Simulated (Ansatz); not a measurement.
CrH10S2N4O8 and a variant

Base: a structure deposited in the COD whose atoms were relaxed with r2SCAN, the cell held.

```yaml
crystal:
  lattice:
    - [5.45680, 0.00000, 0.00000]
    - [-0.75468, 5.65910, 0.00000]
    - [-1.69540, -0.46019, 7.05064]
  atoms:
    - { symbol: Cr, position: [0.00000, 0.00000, 0.00000] }
    - { symbol: H, position: [0.88291, 0.70949, 0.25550] }
    - { symbol: H, position: [0.11709, 0.29051, 0.74450] }
    - { symbol: H, position: [0.08887, 0.93186, 0.36532] }
    - { symbol: H, position: [0.91113, 0.06814, 0.63468] }
    - { symbol: H, position: [0.41602, 0.77765, 0.28763] }
    - { symbol: H, position: [0.58398, 0.22235, 0.71237] }
    - { symbol: H, position: [0.26396, 0.59656, 0.41649] }
    - { symbol: H, position: [0.73604, 0.40344, 0.58351] }
    - { symbol: H, position: [0.21602, 0.53933, 0.17834] }
    - { symbol: H, position: [0.78398, 0.46067, 0.82166] }
    - { symbol: S, position: [0.61639, 0.23562, 0.21282] }
    - { symbol: S, position: [0.38361, 0.76438, 0.78718] }
    - { symbol: N, position: [0.04602, 0.81729, 0.24779] }
    - { symbol: N, position: [0.95398, 0.18271, 0.75221] }
    - { symbol: N, position: [0.24731, 0.66849, 0.28552] }
    - { symbol: N, position: [0.75269, 0.33151, 0.71448] }
    - { symbol: O, position: [0.80133, 0.24966, 0.08842] }
    - { symbol: O, position: [0.19867, 0.75034, 0.91158] }
    - { symbol: O, position: [0.35066, 0.22683, 0.09402] }
    - { symbol: O, position: [0.64934, 0.77317, 0.90598] }
    - { symbol: O, position: [0.67818, 0.45592, 0.33738] }
    - { symbol: O, position: [0.32182, 0.54408, 0.66262] }
    - { symbol: O, position: [0.64196, 0.02871, 0.32812] }
    - { symbol: O, position: [0.35804, 0.97129, 0.67188] }
```

Atom numbers follow the list; atoms alike are taken as one site, whose name carries the number of the first.

The numbers come from a DFT calculation in Ansatz (r2SCAN, plane waves and PAW, scalar-relativistic, 500 eV cutoff, Γ-centred 4×4×3 k-points, Fermi–Dirac smearing 0.02 eV).

Problem. Variant: atom 5 (H) moved by 0.15 Å along (0.000, 0.000, 0.150) Å. What happens to the gradients (10²¹ V/m²)?

Solution. 

```tsv
site	atoms	V_zz base	η base	V_zz variant	η variant
Cr	1	-16.53	0.65	-16.59	0.64
H3	3	2.91	0.14	2.90	0.16
H5	5	3.32	0.11	7.24	0.08
S12	12	-1.13	0.36	-1.15	0.40
S13	13	-1.13	0.36	-1.14	0.35
N15	15	10.40	0.85	11.10	0.80
N16	16	6.11	0.19	6.11	0.19
N17	17	6.11	0.19	6.27	0.18
O18	18	14.30	0.07	14.28	0.07
O19	19	14.30	0.07	14.30	0.06
O20	20	14.54	0.01	14.53	0.01
O21	21	14.54	0.01	14.53	0.01
O24	24	13.18	0.13	13.20	0.11
O25	25	13.18	0.13	13.16	0.12
```

The largest change of V_zz is on H5, from 3.32 to 7.24. In per cent, |V_zz| changes by 0 on Cr, 0 to +118 on H, +1 to +2 on S, 0 to +7 on N, 0 on O (all sites that start above 0.5). The table leaves out 11 of the 25 sites, with |V_zz| up to 13.43; their tensors move by 0.04 at most along any direction. The statements above cover all sites. The number of symmetry-distinct sites goes from 13 to 25.

The run isn't spin-polarised; if Cr carries unpaired electrons in the real compound, its values differ. The lattice is static: at room temperature NH₃ may turn and average the couplings of its hydrogen. With a gap of 0.3 eV on this mesh, the gradients can still move by some per cent as the k-mesh gets denser.
For the variant: The atoms aren't relaxed after the move (largest force 7.2 eV/Å).
